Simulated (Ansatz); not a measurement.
Relaxed-ion elastic tensor of ZrAl3 (Cu3Au type, Pm-3m) in GPa (Voigt order), plane-wave PAW LDA (Ansatz code); density 4.34 g/cm³, 16.46 Å³ per atom.

|  | 1 | 2 | 3 | 4 | 5 | 6 |
|---|---|---|---|---|---|---|
| 1 | 200 | 70.5 | 70.5 | 0.0 | 0.0 | 0.0 |
| 2 | 70.5 | 200 | 70.5 | 0.0 | 0.0 | 0.0 |
| 3 | 70.5 | 70.5 | 200 | 0.0 | 0.0 | 0.0 |
| 4 | 0.0 | 0.0 | 0.0 | 82.4 | 0.0 | 0.0 |
| 5 | 0.0 | 0.0 | 0.0 | 0.0 | 82.4 | 0.0 |
| 6 | 0.0 | 0.0 | 0.0 | 0.0 | 0.0 | 82.4 |

Task: Is the crystal mechanically stable?

Result: Yes: the smallest eigenvalue of C is 82.4 GPa.

Task: Work out the Voigt, Reuss and Hill averages.

Result: K_V = 114, K_R = 114, K_H = 114; G_V = 75.4, G_R = 74.4, G_H = 74.9 GPa.

Task: Give Young's modulus, Poisson's ratio, Pugh's ratio and the universal anisotropy index.

Result: E = 9KG/(3K + G) = 184 GPa; ν = 0.23; K/G = 1.52 (brittle by the Pugh limit of 1.75); A_U = 5G_V/G_R + K_V/K_R − 6 = 0.07.

Task: Estimate the sound speeds and the Debye temperature.

Result: v_l = √((K + 4G/3)/ρ) = 7010 m/s, v_t = √(G/ρ) = 4150 m/s, mean 4600 m/s; Θ = (h/k)(3n/4πV)^(1/3) v_m = 538 K.

Task: Give the Zener ratio and Young's modulus along [100], [110] and [111].

Result: A = 2C44/(C11 − C12) = 1.27; 1/E = S11 − 2(S11 − S12 − S44/2)Γ with Γ = 0, 1/4, 1/3 gives 163, 189, 199 GPa.

The workflow started from a Materials Project entry (that database holds measured and hypothetical structures alike); the Crystallography Open Database copy checked does not list it. COD files the formula under space group No. 139, so this cell is another polymorph or a model. With Zr and Al taken as one species the cell has the higher symmetry Fm-3m, so it may be an ordered model of a mixed-site phase. Whether it is the stable phase at ambient conditions was not checked. The LDA relaxation kept the symmetry of its start; of distortions, only those at the zone centre were tested. The run is not spin-polarised. As this level gives no gap, shear constants depend on the k-mesh and smearing (Fermi–Dirac, 0.1 eV here).

Potentials: the later of the program's two PAW sets.
